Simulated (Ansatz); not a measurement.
**Band structure of Ti**

```yaml
crystal:
  lattice:
    - [-1.64100, 1.64100, 1.64100]
    - [1.64100, -1.64100, 1.64100]
    - [1.64100, 1.64100, -1.64100]
  atoms:
    - { symbol: Ti, position: [0.00000, 0.00000, 0.00000] }
```

The cell comes from COD entry 9012924, which wasn't checked; take it as a given geometry.

Theory: Ansatz 0.2.0, DFT, PBEsol, all-electron LAPW, scalar-relativistic.

Settings: a Γ-centred 14×14×14 k mesh, Fermi–Dirac smearing of 0.05 eV, basis error target 0.25 meV/atom, no spin polarisation.

Points in fractions of the reciprocal vectors of this cell: Γ (0, 0, 0), H (0.5, -0.5, 0.5), N (0, 0, 0.5), P (0.25, 0.25, 0.25). The path joins them by straight lines in the order Γ–H–N–Γ–P–H–P–N; legs that retrace an earlier one aren't tabulated. Energies are in eV from the Fermi level.

Q: Metal or insulator at this level of theory?

A: No gap opens: metallic or semimetallic.

Q: Tabulate bands 2 to 8, counted from the lowest band of the run, along the path.

A: 
| k (1/Å) | point | band 2 | band 3 | band 4 | band 5 | band 6 | band 7 | band 8 |
| --- | --- | --- | --- | --- | --- | --- | --- | --- |
| 0.00 | Γ | -32.27 | -32.27 | -32.27 | -5.89 | 0.98 | 0.98 | 0.98 |
| 0.27 |  | -32.31 | -32.29 | -32.29 | -5.55 | 0.95 | 0.95 | 1.11 |
| 0.55 |  | -32.43 | -32.35 | -32.35 | -4.60 | 0.94 | 0.94 | 1.47 |
| 0.82 |  | -32.56 | -32.44 | -32.44 | -3.27 | 0.61 | 1.10 | 1.10 |
| 1.09 |  | -32.66 | -32.54 | -32.54 | -2.08 | -0.44 | 1.55 | 1.55 |
| 1.37 |  | -32.70 | -32.63 | -32.63 | -1.68 | -1.30 | 2.33 | 2.33 |
| 1.64 |  | -32.72 | -32.69 | -32.69 | -1.89 | -1.85 | 3.30 | 3.30 |
| 1.91 | H | -32.72 | -32.72 | -32.72 | -2.04 | -2.04 | 3.87 | 3.87 |
| 2.11 |  | -32.73 | -32.70 | -32.69 | -1.95 | -1.95 | 3.47 | 3.54 |
| 2.30 |  | -32.75 | -32.67 | -32.63 | -1.72 | -1.69 | 2.59 | 2.77 |
| 2.49 |  | -32.79 | -32.62 | -32.55 | -1.51 | -1.27 | 1.65 | 2.05 |
| 2.69 |  | -32.84 | -32.57 | -32.45 | -1.58 | -0.70 | 0.81 | 1.81 |
| 2.88 |  | -32.88 | -32.52 | -32.36 | -1.93 | -0.01 | 0.17 | 2.09 |
| 3.07 |  | -32.91 | -32.49 | -32.30 | -2.28 | -0.24 | 0.70 | 2.51 |
| 3.27 | N | -32.92 | -32.47 | -32.27 | -2.41 | -0.38 | 1.10 | 2.70 |
| 3.46 |  | -32.89 | -32.46 | -32.27 | -2.49 | -0.32 | 0.80 | 2.70 |
| 3.65 |  | -32.80 | -32.44 | -32.27 | -2.86 | -0.15 | 0.39 | 2.62 |
| 3.85 |  | -32.67 | -32.40 | -32.27 | -3.60 | 0.10 | 0.35 | 2.49 |
| 4.04 |  | -32.53 | -32.35 | -32.27 | -4.47 | 0.40 | 0.60 | 2.03 |
| 4.24 |  | -32.40 | -32.31 | -32.27 | -5.22 | 0.69 | 0.85 | 1.47 |
| 4.43 |  | -32.30 | -32.28 | -32.27 | -5.72 | 0.90 | 0.96 | 1.11 |
| 4.62 | Γ | -32.27 | -32.27 | -32.27 | -5.89 | 0.98 | 0.98 | 0.98 |
| 4.86 |  | -32.32 | -32.28 | -32.28 | -5.63 | 0.89 | 0.89 | 1.20 |
| 5.10 |  | -32.46 | -32.29 | -32.29 | -4.91 | 0.59 | 0.59 | 1.83 |
| 5.33 |  | -32.62 | -32.33 | -32.33 | -3.82 | 0.13 | 0.13 | 2.67 |
| 5.57 |  | -32.75 | -32.37 | -32.37 | -2.56 | -0.29 | -0.29 | 2.82 |
| 5.81 |  | -32.78 | -32.44 | -32.44 | -1.38 | -0.56 | -0.56 | 2.97 |
| 6.04 |  | -32.72 | -32.51 | -32.51 | -0.66 | -0.65 | -0.65 | 3.07 |
| 6.28 | P | -32.59 | -32.59 | -32.59 | -0.60 | -0.60 | -0.60 | 3.11 |
| 6.52 |  | -32.66 | -32.66 | -32.45 | -0.88 | -0.49 | -0.49 | 3.07 |
| 6.75 |  | -32.70 | -32.70 | -32.36 | -0.99 | -0.47 | -0.47 | 2.97 |
| 6.99 |  | -32.73 | -32.73 | -32.36 | -0.66 | -0.66 | -0.62 | 2.92 |
| 7.23 |  | -32.74 | -32.74 | -32.44 | -1.07 | -1.07 | 0.30 | 3.07 |
| 7.46 |  | -32.73 | -32.73 | -32.57 | -1.55 | -1.55 | 1.66 | 3.39 |
| 7.70 |  | -32.72 | -32.72 | -32.67 | -1.91 | -1.91 | 3.13 | 3.72 |
| 7.94 | H | -32.72 | -32.72 | -32.72 | -2.04 | -2.04 | 3.87 | 3.87 |
| 9.60 | P | -32.59 | -32.59 | -32.59 | -0.60 | -0.60 | -0.60 | 3.11 |
| 9.73 |  | -32.66 | -32.58 | -32.52 | -0.71 | -0.66 | -0.46 | 3.08 |
| 9.87 |  | -32.73 | -32.57 | -32.45 | -1.00 | -0.66 | -0.25 | 3.02 |
| 10.01 |  | -32.79 | -32.55 | -32.39 | -1.39 | -0.61 | 0.03 | 2.94 |
| 10.14 |  | -32.84 | -32.52 | -32.34 | -1.79 | -0.54 | 0.35 | 2.85 |
| 10.28 |  | -32.88 | -32.50 | -32.30 | -2.12 | -0.46 | 0.70 | 2.77 |
| 10.42 |  | -32.91 | -32.48 | -32.28 | -2.33 | -0.40 | 0.98 | 2.72 |
| 10.55 | N | -32.92 | -32.47 | -32.27 | -2.41 | -0.38 | 1.10 | 2.70 |
